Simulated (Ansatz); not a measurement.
## Computed energy against volume: TiC (rock salt)

TiC (rock salt), conventional cell a = b = c = 4.2933 Å, α = β = γ = 90.00°. The calculation uses the primitive cell of 2 atoms, to which meshes and values per cell refer.

This relaxed cell (volume V₀) is scaled evenly in all directions, its shape held. Symmetry pins the atoms to their sites.

These are PBEsol (plane waves to 420 eV, PAW, scalar-relativistic; Ansatz, a program for electronic structure) values and carry that method's errors. k mesh 20×20×20 (Γ-centred), Fermi-Dirac smearing 0.05 eV. The energy includes the smearing's −TS. Stress and pressure are positive under compression. TiC is run without spin polarisation. TiC was relaxed with its symmetry unable to fall. The zero of ΔE is the relaxed starting cell.

| a (Å) | ΔE (meV/atom) | P (GPa) |
|---|---|---|
| 4.1451 | 98 | 34.7 |
| 4.1705 | 66 | 27.7 |
| 4.1957 | 41 | 21.2 |
| 4.2205 | 22 | 15.2 |
| 4.2450 | 10 | 9.7 |
| 4.2693 | 2 | 4.7 |
| 4.2933 | 0 | 0.0 |
| 4.3170 | 2 | -4.3 |
| 4.3405 | 9 | -8.2 |
| 4.3637 | 19 | -11.8 |
| 4.3866 | 33 | -15.2 |
| 4.4094 | 50 | -18.2 |
| 4.4319 | 70 | -21.0 |

Read from the data:

The pressure at the smallest volume is 34.7 GPa and the energy cost of the largest compression is 98 meV/atom. The energy cost of the largest expansion is 70 meV/atom and the bulk modulus B₀ (third-order Birch-Murnaghan fit) is 267 GPa. The pressure derivative B₀′ (fit) is 4.0 and the equilibrium volume of the fit is 9.89 Å³/atom. The pressure for 5 % compression (fit) is 15.2 GPa.

(Under strain, the slope of the energy per volume gives the stress and its curvature an elastic modulus.)
